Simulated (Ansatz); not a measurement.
Geometry optimisation in Ansatz: input, command and trajectory.

```yaml
crystal:
  lattice:
    - [-6.5043885143, 5.6762548976, -2.0230538175]
    - [-6.5087417227, -2.2589842913, 4.9815231017]
    - [2.3378197888, 5.384794544, 4.6857095397]
  atoms:
    - { symbol: Ca, position: [0.0025169222, 0.8947024312, 0.9690978914] }
    - { symbol: Ca, position: [0.5330936616, 0.5176782945, 0.8262728111] }
    - { symbol: Ca, position: [0.5742334536, 0.1119888503, 0.0638024127] }
    - { symbol: Ca, position: [0.7932488526, 0.3168929006, 0.3665085513] }
    - { symbol: Ca, position: [0.3738030821, 0.8175350909, 0.2460820828] }
    - { symbol: Ca, position: [0.3288783429, 0.4347049133, 0.3861159063] }
    - { symbol: Ca, position: [0.5272935769, 0.0648499765, 0.577580159] }
    - { symbol: Ca, position: [0.9713974625, 0.5378160715, 0.7052198488] }
    - { symbol: Ca, position: [0.13202974, 0.1272512727, 0.6100074077] }
    - { symbol: Ca, position: [0.9238879585, 0.8525019744, 0.433634811] }
    - { symbol: Ti, position: [0.0279786888, 0.4996834582, 0.1503205146] }
    - { symbol: Ti, position: [0.167578285, 0.1900270753, 0.1226056467] }
    - { symbol: Ti, position: [0.7688604868, 0.6508968634, 0.1212943416] }
    - { symbol: Zn, position: [0.6472303924, 0.6866219613, 0.4781536473] }
    - { symbol: Zn, position: [0.7934150854, 0.1543761916, 0.7344240736] }
    - { symbol: Zn, position: [0.2515078003, 0.7546713805, 0.6348399056] }
    - { symbol: Zn, position: [0.2673030852, 0.3497951596, 0.8699131926] }
    - { symbol: Zn, position: [0.6774122352, 0.8069546713, 0.8201144364] }
    - { symbol: Zn, position: [0.8832897097, 0.3105402207, 0.9806006348] }
    - { symbol: Zn, position: [0.3505929951, 0.9328968593, 0.8792765809] }
  symmetry: { detect: false }
basis:
  ecutwfc: 420
kpoints:
  mp_grid: { grid: [3, 3, 3] }
hamiltonian:
  xc: pbe
scf:
  occupations: { method: gaussian, width: 0.1 }
  lower_state_search: "off"
output:
  forces: true
  stress: true
  eigenvalues: true
relax:
  adjacent_minimum: "off"
  f_tol: 0.04
  max_steps: 25
  cell: { stress_tol: 0.3 }
```

```bash
ansatz run input.yaml --threads 4 --pin off --max-ram 9216MiB --backend cpu --events-out ev --progress --plain --runs-dir out
```

The calculation used DFT PBE, scalar-relativistic, plane waves, PAW in Ansatz.

Of 6 frames 5 are shown, positions in Å and forces in eV/Å; the SCF threshold varies from step to step. Steps run on the plane waves of an earlier cell, with a Pulay correction in the pressure. The basis is chosen afresh for the last frame, the zero of the energies, and at times for earlier ones too; energy and pressure can step there, also at an unchanged geometry. Where two frames share a geometry here, they differ by under 2 meV/atom and 0.3 GPa. The mark taken_back stands on steps that the optimiser undid.

```xyz
20
Lattice="-6.5044 5.6763 -2.0231 -6.5087 -2.2590 4.9815 2.3378 5.3848 4.6857" Properties=species:S:1:pos:R:3:forces:R:3 pbc="T T T" step=1 free_energy_over_end_meV_per_atom=1.77 pressure_GPa=0.04
Ca   -3.5742    3.2116    8.9928    0.0690   -0.0047   -0.0202
Ca   -4.9052    6.3059    5.3720    0.0149   -0.0137    0.0080
Ca   -4.3148    3.3501   -0.3049   -0.0071   -0.0035    0.0080
Ca   -6.3653    5.7604    1.6912   -0.0292    0.0101    0.0306
Ca   -7.1772    1.6001    4.4694   -0.0014    0.0268    0.0045
Ca   -4.0659    2.9640    3.3094    0.0046   -0.0102    0.0072
Ca   -2.5015    5.9567    1.9627    0.0155   -0.0263   -0.0071
Ca   -8.1702    8.0964    4.0184   -0.0031   -0.0238    0.0406
Ca   -0.2609    3.7467    3.2251   -0.0120    0.0050    0.0167
Ca  -10.5443    5.6535    4.4096    0.0170   -0.0136   -0.0012
Ti   -3.0829   -0.1605    3.1369   -0.0144    0.0031   -0.0832
Ti   -2.0402    1.1822    1.1821    0.0048    0.0236    0.0526
Ti   -8.9539    3.5470    2.2554    0.0139   -0.0587    0.0260
Zn   -7.5610    4.6975    4.3515    0.0119    0.0219    0.0402
Zn   -4.4485    8.1096    2.6052    0.0065   -0.0136    0.0107
Zn   -5.0637    3.1413    6.2253    0.0074    0.0656   -0.0109
Zn   -1.9817    5.4114    5.2779   -0.0321    0.0371   -0.0376
Zn   -7.7411    6.4384    6.4922   -0.0199    0.0597   -0.0327
Zn   -5.4740    9.5926    4.3548   -0.0251   -0.0168   -0.0203
Zn   -6.2968    4.6174    8.0580   -0.0213   -0.0679   -0.0320
20
Lattice="-6.5303 5.6708 -2.0029 -6.5666 -2.2672 5.0052 2.3299 5.3647 4.6525" Properties=species:S:1:pos:R:3:forces:R:3 pbc="T T T" step=2 free_energy_over_end_meV_per_atom=0.88 pressure_GPa=0.00
Ca   -3.6168    3.1823    8.9809    0.0043   -0.0067   -0.0106
Ca   -4.9550    6.2819    5.3792    0.0197   -0.0031   -0.0055
Ca   -4.3333    3.3499   -0.2912   -0.0077   -0.0214   -0.0060
Ca   -6.4297    5.7492    1.7238    0.0270   -0.0079   -0.0006
Ca   -7.2378    1.5893    4.4900   -0.0023    0.0124   -0.0005
Ca   -4.1062    2.9442    3.3139    0.0056    0.0022    0.0076
Ca   -2.5183    5.9317    1.9438   -0.0269   -0.0018    0.0205
Ca   -8.2391    8.0722    4.0311   -0.0039    0.0009   -0.0097
Ca   -0.2728    3.7317    3.2102    0.0056    0.0056    0.0376
Ca  -10.6101    5.6311    4.4320    0.0063    0.0056    0.0185
Ti   -3.1143   -0.1759    3.1272   -0.0139    0.0315   -0.0572
Ti   -2.0603    1.1820    1.1921    0.0065    0.0013    0.0058
Ti   -9.0073    3.5326    2.2822    0.0067   -0.0360    0.0219
Zn   -7.6190    4.6834    4.3806    0.0112    0.0135    0.0432
Zn   -4.4797    8.0784    2.6022    0.0110   -0.0127    0.0109
Zn   -5.1141    3.1325    6.2239   -0.0066    0.0336    0.0053
Zn   -2.0218    5.4057    5.2425   -0.0129    0.0286   -0.0304
Zn   -7.8115    6.4242    6.4997    0.0030    0.0083   -0.0169
Zn   -5.5281    9.5585    4.3406   -0.0231   -0.0183   -0.0107
Zn   -6.3732    4.5792    8.0544   -0.0098   -0.0357   -0.0233
20
Lattice="-6.5655 5.6597 -1.9667 -6.6538 -2.2768 5.0441 2.3113 5.3284 4.5970" Properties=species:S:1:pos:R:3:forces:R:3 pbc="T T T" step=3 free_energy_over_end_meV_per_atom=0.22 pressure_GPa=0.01
Ca   -3.7011    3.1317    8.9577   -0.0182    0.0055    0.0078
Ca   -5.0201    6.2451    5.3847    0.0002    0.0172   -0.0033
Ca   -4.3634    3.3290   -0.2760    0.0144   -0.0109   -0.0002
Ca   -6.4880    5.7036    1.7611   -0.0129    0.0080   -0.0012
Ca   -7.3356    1.5743    4.5253   -0.0071   -0.0017    0.0077
Ca   -4.1726    2.9170    3.3207   -0.0017    0.0024    0.0023
Ca   -2.5756    5.8951    1.9378    0.0217   -0.0286   -0.0018
Ca   -8.3472    8.0380    4.0362    0.0046   -0.0152   -0.0258
Ca   -0.2905    3.7095    3.2066    0.0025    0.0044   -0.0030
Ca  -10.7101    5.6063    4.4839   -0.0055    0.0164    0.0034
Ti   -3.1591   -0.1870    3.1099    0.0179    0.0420   -0.0062
Ti   -2.0828    1.1789    1.1990   -0.0083   -0.0259   -0.0160
Ti   -9.0867    3.5178    2.3302   -0.0097    0.0022    0.0031
Zn   -7.7011    4.6579    4.4399    0.0094    0.0041    0.0243
Zn   -4.5295    8.0196    2.6053   -0.0207    0.0119    0.0184
Zn   -5.2031    3.1168    6.2235   -0.0198   -0.0034    0.0085
Zn   -2.0837    5.4013    5.1764    0.0110    0.0081    0.0011
Zn   -7.9107    6.3945    6.5118    0.0311   -0.0451   -0.0075
Zn   -5.6193    9.4928    4.3220   -0.0170   -0.0072    0.0107
Zn   -6.4981    4.5164    8.0448    0.0080    0.0158   -0.0222
20
Lattice="-6.5386 5.6291 -1.9212 -6.7218 -2.3164 5.0920 2.3001 5.3178 4.5479" Properties=species:S:1:pos:R:3:forces:R:3 pbc="T T T" step=4 free_energy_over_end_meV_per_atom=0.45 pressure_GPa=0.10 taken_back
Ca   -3.7745    3.0691    8.9431   -0.0225    0.0059   -0.0048
Ca   -5.0028    6.2437    5.4074    0.0316    0.0022   -0.0165
Ca   -4.3675    3.2884   -0.2538   -0.0048   -0.0090   -0.0313
Ca   -6.5103    5.6552    1.8029    0.0317    0.0356    0.0249
Ca   -7.4045    1.5010    4.5642    0.0156    0.0064   -0.0035
Ca   -4.2272    2.9261    3.3475    0.0151   -0.0326    0.0081
Ca   -2.5826    5.8659    1.9126   -0.0037    0.0180    0.0295
Ca   -8.3492    7.9579    4.0715    0.0011   -0.0002   -0.0192
Ca   -0.3198    3.6907    3.1902   -0.0031    0.0151   -0.0139
Ca  -10.7389    5.5667    4.5499    0.0062    0.0043   -0.0104
Ti   -3.2055   -0.1843    3.1165   -0.0399   -0.0143    0.0049
Ti   -2.1064    1.1504    1.1896    0.0147    0.0686   -0.0276
Ti   -9.0981    3.5071    2.3930   -0.0104   -0.0305    0.0812
Zn   -7.6426    4.5699    4.5505   -0.0090    0.0045   -0.0531
Zn   -4.5769    7.9518    2.6304    0.0292    0.0283    0.0399
Zn   -5.3288    3.0790    6.2147    0.0263    0.0117    0.0169
Zn   -2.1138    5.3616    5.1416   -0.0048   -0.0037   -0.0322
Zn   -7.8512    6.3138    6.5617   -0.0530    0.0839    0.0044
Zn   -5.6501    9.4504    4.3421    0.0025   -0.0811   -0.0588
Zn   -6.5617    4.4763    8.0220   -0.0227   -0.1130    0.0615
20
Lattice="-6.5682 5.6457 -1.9376 -6.7068 -2.2942 5.0693 2.3078 5.3247 4.5707" Properties=species:S:1:pos:R:3:forces:R:3 pbc="T T T" step=6 free_energy_over_end_meV_per_atom=0.00 pressure_GPa=-0.02
Ca   -3.7588    3.1084    8.9532    0.0104    0.0004    0.0016
Ca   -5.0201    6.2563    5.4008   -0.0040   -0.0091   -0.0060
Ca   -4.3679    3.3020   -0.2705    0.0006    0.0209    0.0167
Ca   -6.5231    5.6924    1.7913    0.0180   -0.0281   -0.0219
Ca   -7.3913    1.5419    4.5495   -0.0038   -0.0084   -0.0061
Ca   -4.2113    2.9140    3.3342   -0.0036    0.0095   -0.0018
Ca   -2.5825    5.8755    1.9323   -0.0367    0.0214   -0.0101
Ca   -8.3743    8.0007    4.0469   -0.0033    0.0066    0.0168
Ca   -0.3033    3.7035    3.1951    0.0021   -0.0134    0.0050
Ca  -10.7525    5.5976    4.5265    0.0035   -0.0046    0.0025
Ti   -3.1935   -0.1844    3.1104   -0.0028   -0.0051    0.0044
Ti   -2.1006    1.1654    1.1929   -0.0049    0.0119   -0.0025
Ti   -9.1250    3.5152    2.3757   -0.0081   -0.0002    0.0100
Zn   -7.6969    4.6237    4.4986   -0.0021   -0.0018   -0.0045
Zn   -4.5647    7.9923    2.6351    0.0093   -0.0117   -0.0090
Zn   -5.2790    3.1016    6.2244   -0.0012    0.0036   -0.0073
Zn   -2.1034    5.3890    5.1476    0.0020   -0.0046   -0.0014
Zn   -7.9062    6.3617    6.5360    0.0147   -0.0084   -0.0043
Zn   -5.6641    9.4640    4.3386    0.0032    0.0025    0.0123
Zn   -6.5550    4.4828    8.0383    0.0067    0.0188    0.0056
```

Time: 72 s on 4 threads of AMD EPYC 9R45 96-Core Processor (Zen 5) (shared host), peak memory 2.1 GiB.

The k mesh is coarse. Spin polarisation was left out, and a magnetic state may lie lower.